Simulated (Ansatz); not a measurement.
# TiZn$_{3}$: how the energy converges with the cutoff

TiZn$_{3}$, Pm-3m, a = 3.932 Å. The structure is a COD entry; whether it is the stable form wasn't checked. Ansatz: PBEsol, PAW, cutoff varied, Γ-centred 10×10×10 mesh on 4 atoms, Gaussian smearing 0.10 eV; no spin polarisation. Single points at one geometry, the cutoff alone changed; ΔE is the energy at zero smearing over the run at 500 eV. The runs up to 350 eV lie under the cutoff recommended for these PAW datasets.

```tsv
cutoff (eV)	ΔE (meV/atom)
250	?
300	120.70
350	9.18
420	1.15
```

Q: Assume ΔE falls exponentially with the cutoff, fit y = ln ΔE against x, the cutoff in eV, to the other rows, and predict the missing value.

A: y = 4.793, 2.217, 0.140. Means x = 356.7, y = 2.3833; Σ(Δx)² = 7267, ΣΔxΔy = -277.5; the slope is their ratio. y = 16.00 − 0.03819 x, a factor of ten per 60 eV. At 250 eV this gives ΔE = 634.29 meV/atom. The run gave 1123.35, a ratio of 0.56. Between neighbouring rows the decay runs from a factor of ten per 45 eV to one per 78 eV, so one exponential is only a rough guide. The fast fall gives way to a slow tail, so a fit to low cutoffs promises convergence too early.